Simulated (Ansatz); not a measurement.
TaP in space group I4_1md (No. 109; Ta on 4a, P on 4a) at seven volumes, LDA (plane waves, PAW; program Ansatz), shape and atoms relaxed at each. One row is withheld.

```tsv
V (Å³/atom)	P (GPa)
13.809	25.80
14.264	15.86
14.720	7.32
15.175	0.00
15.630	-6.27
16.085	-11.64
16.540	?
```

### Question
Fit the shown pressures and predict the withheld one.

### Answer
Third-order Birch–Murnaghan: P = (3/2)B₀(x^(7/2) − x^(5/2))[1 + (3/4)(B′ − 4)(x − 1)] with x = (V₀/V)^(2/3). Least squares on the six rows gives V₀ = 15.176 Å³/atom, B₀ = 225.4 GPa, B′ = 4.09. At V = 16.540, x = 0.9442 and P = -16.27 GPa. The run itself gave -16.23 GPa.

The workflow started from a Materials Project entry (that database holds measured and hypothetical structures alike); the Crystallography Open Database copy checked does not list it. COD files the formula under space group No. 141. Its standing as an ambient phase is unchecked. The cell was relaxed with LDA under the symmetry of its start; its stability against distortions is not shown here. The run is not spin-polarised. Spin–orbit coupling is left out wherever it is not named.

Potentials: the earlier of the program's two PAW sets. The files were generated under PBE; for other functionals the program regenerates the frozen cores, and for LDA and PBEsol the local potential too.
